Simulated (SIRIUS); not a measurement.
A self-consistent single point of WS₂ (Cm, 6 atoms in the cell; from Materials Project mp-224, changed as shown).

```
WS2
1.0
    3.23485     0.00000     0.00000
   -1.61742     2.80146     0.00000
    0.00000     0.00000    13.18464
W S
2 4
Direct
  0.33333   0.66667   0.25000
  0.66667   0.33333   0.75000
  0.34047   0.68095   0.62980
  0.66667   0.33333   0.37020
  0.66667   0.33333   0.12980
  0.33333   0.66667   0.87020
```

Level of theory: PBE, GBRV PBE ultrasoft pseudopotentials (plane waves; SIRIUS 7.12.0).

SIRIUS settings:

- parameters.ngridk = 12 12 2
- parameters.xc_functionals = [XC_GGA_X_PBE, XC_GGA_C_PBE]
- parameters.gk_cutoff = 6.325 1/bohr
- parameters.pw_cutoff = 14.143 1/bohr
- parameters.smearing = gaussian
- parameters.smearing_width = 0.00183747 Ha
- potentials = GBRV PBE ultrasoft pseudopotentials
- parameters.electronic_structure_method = pseudopotential
- parameters.num_bands = 31
- parameters.num_mag_dims = 0
- parameters.num_dft_iter = 100
- parameters.energy_tol = 1e-07 Ha
- parameters.density_tol = 1e-06
- mixer.type = anderson
- mixer.beta = 0.7
- mixer.use_hartree = false

Results:

* **Number of valence electrons**: 52
* **Number of bands**: 31
* **Number of k-points after the program's reduction**: 86
* **Number of plane waves (most at a k-point)**: 3480
* **Number of SCF iterations**: 35
* **FFT grid**: 30 × 30 × 120
* **Free energy E − TS**: -5646.6859 eV
* **Gap on the k-point mesh**: 1.22 eV
* **Pressure**: -5.68 GPa
* **Largest force (vector length)**: 0.658 eV/Å

Forces (eV/Å):
```
atom     Fx      Fy      Fz
----  -----  ------  ------
W1    0.000   0.000   0.000
W2    0.000   0.379   0.017
S3    0.000  -0.370   0.544
S4    0.000   0.001  -0.562
S5    0.000   0.000   0.562
S6    0.000  -0.009  -0.561
```

Stress (GPa, positive for compression):
```
-6.19   0.00   0.00
 0.00  -5.91   0.76
 0.00   0.76  -4.94
```

Gaps are taken between levels on the mesh.

For comparison: a first run was changed to give this one (atom 3 moved by +0.04 angstrom along y), and from it to this one the free energy goes up by 1.2 meV/atom, the pressure hardly changes (-5.70 to -5.68 GPa), the largest force goes from 0.562 to 0.658 eV/Å and the gap on the mesh stays at 1.225 eV.

Spin-orbit coupling is left out, which matters for bands and gaps with elements this heavy. The structure comes from a collection of computed structures, made at another level of theory; the collection holds predicted forms beside known ones. Its lattice was then scaled.

Cost on one core: roughly 5 core-minutes.
